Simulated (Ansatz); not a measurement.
All numbers below come from DFT PBE, scalar-relativistic, plane waves, PAW in Ansatz 0.2.0. Plane waves to 420 eV, a 6×6×6 mesh through Γ for the 8-atom cell and 0.02 eV Gaussian smearing; no spin polarisation.

The zero of energy is the elements' standard structures at the same level; no fitted shifts are applied. The references include black phosphorus.

Question: Give a relaxed trial structure of a cubic narrow-gap semiconductor with formula Ga4As3P, with a gap near 0.5 eV, a formation energy near −0.37 eV/atom and about 23 Å³ per atom, in a cell of 8 atoms.

Answer: Ga4As3P, space group P-43m (No. 215). Around Ga lie 1 P at 2.41 Å and 3 As at 2.48 Å; around P lie 4 Ga at 2.41 Å; As has 4 Ga at 2.48 Å.

```
CELL_PARAMETERS angstrom
5.68291 0.00000 0.00000
0.00000 5.68291 0.00000
0.00000 0.00000 5.68291
ATOMIC_POSITIONS crystal
Ga 0.24532 0.75468 0.24532
Ga 0.24532 0.24532 0.75468
Ga 0.75468 0.75468 0.75468
Ga 0.75468 0.24532 0.24532
P 0.00000 0.00000 0.00000
As 0.00000 0.50000 0.50000
As 0.50000 0.50000 0.00000
As 0.50000 0.00000 0.50000
```

The volume per atom is 22.94 Å³ and the density is 4.84 g/cm³. The energy over the elements is −0.366 eV/atom and the gap on the 6×6×6 mesh of the 8-atom cell is 0.49 eV.

The cell was found from a structure generator's guess, not taken from experiment. The answer needn't be unique; the calculation gave this one.

Kohn–Sham gaps at this level usually fall short of measured ones. The reference forms of As and P are held partly by dispersion forces, which this level lacks. Symmetry constrained the relaxation, so the result can be a saddle point.
